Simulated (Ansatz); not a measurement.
ZrGe2 (space group Cmcm)

```
CELL_PARAMETERS angstrom
      1.89763    -7.45842     0.00000
      1.89763     7.45842     0.00000
      0.00000     0.00000     3.76411
ATOMIC_POSITIONS crystal
  Zr 0.10453 0.89547 0.75000
  Zr 0.89547 0.10453 0.25000
  Ge 0.44046 0.55954 0.75000
  Ge 0.55954 0.44046 0.25000
  Ge 0.25024 0.74976 0.25000
  Ge 0.74976 0.25024 0.75000
```

Equation-of-state scan: isotropic scaling of the cell above, V₀ being its volume. The atoms relax within the cell's symmetry.

Calculation: PBEsol (plane waves to 420 eV, PAW, scalar-relativistic; Ansatz, a quantum-chemistry and plane-wave program). k mesh 13×13×12 (Γ-centred), Fermi-Dirac smearing 0.05 eV. E stands for the smeared free energy. Stress and pressure are positive under compression. With the shape held, the modulus is that of even scaling; a crystal free to change shape is softer. ZrGe2 is run without spin polarisation. ZrGe2 was relaxed with its symmetry unable to fall. ΔE is measured from the relaxed starting cell. The last digit holds for this mesh only.

```
V (Å³/atom)  ΔE (meV/atom)
-----------  -------------
14.917               232.8
15.485               139.5
16.053                73.6
16.622                30.8
17.190                 7.2
17.758                 0.0
18.326                 6.5
18.895                24.6
19.463                52.5
20.031                88.5
20.599            withheld
```

Question: Fit a third-order Birch-Murnaghan form (E₀, V₀, B₀, B₀′ free) to the given rows and predict ΔE at V = 20.599.

Answer: Least squares on the 10 given rows: ΔE = E₀ + (9V₀B₀/16)·y²·[2 + (B₀′ − 4)y], y = (V₀/V)^(2/3) − 1, with V₀ = 17.757 Å³/atom, B₀ = 120.6 GPa (160.2 GPa = 1 eV/Å³; the term in eV is multiplied by 1000), B₀′ = 4.32, E₀ = 0.02 meV/atom; root-mean-square residual 0.04 meV/atom. At 20.599 the fit gives 131.5 meV/atom; the calculation gives 131.6 meV/atom, so the extrapolation is off by -0.1 (-0.1 %). For the pressure the fit gives -13.0 GPa against the computed -13.0 GPa.

(Under strain, the slope of the energy per volume gives the stress and its curvature an elastic modulus.)
